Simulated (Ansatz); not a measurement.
CsCdF3:
```cif
data_CdCsF3
_chemical_formula_sum 'Cs1 Cd1 F3'
_space_group_name_H-M_alt 'P 1'
_space_group_IT_number 1
_cell_length_a 4.46156
_cell_length_b 4.46156
_cell_length_c 4.46156
_cell_angle_alpha 90.000
_cell_angle_beta 90.000
_cell_angle_gamma 90.000
loop_
_space_group_symop_operation_xyz
  'x, y, z'
loop_
_atom_site_label
_atom_site_type_symbol
_atom_site_fract_x
_atom_site_fract_y
_atom_site_fract_z
_atom_site_occupancy
Cs1 Cs 0.00000 0.00000 0.00000 1
Cd1 Cd 0.50000 0.50000 0.50000 1
F1 F 0.00000 0.50000 0.50000 1
F2 F 0.50000 0.00000 0.50000 1
F3 F 0.50000 0.50000 0.00000 1
```

Relaxed with PBEsol. PBEsol in the plane-wave PAW code Ansatz gives a gap of 3.23 eV.

Question: What gap does HSE06 give on the same cell (Ansatz, PAW)?

Answer: 5.44 eV, 2.21 eV more. The hybrid was solved on a coarser mesh and at special points; its gap is the smallest among all of these.

| k | v1 PBEsol | c1 PBEsol | v1 HSE06 | c1 HSE06 |
|---|---|---|---|---|
| Γ | -1.19 | 3.23 | -1.33 | 5.44 |
| R | 0.00 | 7.05 | … | … |
| M | 0.00 | 6.43 | … | … |
| X | -1.22 | 5.72 | … | … |

Question: Top valence (v1) and lowest conduction level (c1) in eV from each method's valence maximum (which need not be a listed point): supply the withheld HSE06 values.

Answer: 
- M, v1 HSE06: 0.00
- M, c1 HSE06: 8.63
- R, v1 HSE06: 0.00
- R, c1 HSE06: 9.11
- X, v1 HSE06: -1.42
- X, c1 HSE06: 7.98

Cost on shared cores: the PBEsol run (SCF on a 6×6×6 mesh, then bands and DOS) roughly 29 core-seconds, the HSE06 run (SCF on 4×4×4, then a few points) around 110 core-seconds (rough); the tasks are unlike.

Space group Pm-3m (cubic perovskite). The first step of the workflow began from a Materials Project structure, measured or hypothetical; the Crystallography Open Database copy checked does not list it. Its standing as an ambient phase is unchecked. The cell was relaxed with PBEsol under the symmetry of its start; whether a distortion lowers the energy is not shown. Spin–orbit coupling is left out wherever it is not named.

Potentials: the later of the program's two PAW sets.
